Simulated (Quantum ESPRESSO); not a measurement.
## Kohn-Sham bands of Mg$_{2}$Si (Fm-3m)

```xyz
3
Lattice="0.0000 3.1698 3.1698 3.1698 0.0000 3.1698 3.1698 3.1698 0.0000" Properties=species:S:1:pos:R:3 pbc="T T T"
Mg     1.5849     1.5849     1.5849
Mg    -1.5849    -1.5849    -1.5849
Si     0.0000     0.0000     0.0000
```

Cell from Materials Project (mp-1367), symmetrised, no further relaxation. COD (Crystallography Open Database) has an entry of this formula and space group (matched by these alone). Level: PBEsol, no spin polarisation, no spin-orbit coupling; pw.x of Quantum ESPRESSO at 68 Ry with PseudoDojo potentials, 8×8×8 k-points, Wannier90. Density: 8×8×8 mesh, cold smearing 0.01 Ry. The gap is small at this level and was sampled on the meshes and a path alone.

Question: List the Kohn-Sham levels between −8 and 3.1 eV relative to the valence-band maximum at the high-symmetry points, as a band run of pw.x on that density gives them (levels within 2 meV counted together).

Answer: 
| point | k (reciprocal lattice) | levels (eV) |
|---|---|---|
| Γ | 0.000 0.000 0.000 | 0.00 (×3), 1.82, 2.55 (×3) |
| X | 0.500 0.000 0.500 | -7.14, -4.46, -1.96 (×2), 0.12, 0.40 |
| U | 0.625 0.250 0.625 | -7.16, -4.04, -3.48, -1.64, 0.65, 2.96 |
| K | 0.375 0.375 0.750 | -7.16, -4.04, -3.48, -1.64, 0.65, 2.96 |
| L | 0.500 0.500 0.500 | -7.70, -4.80, -0.71 (×2), 1.25, 2.53 (×2) |
| W | 0.500 0.250 0.750 | -7.09, -3.63 (×2), -2.70, 2.62 |
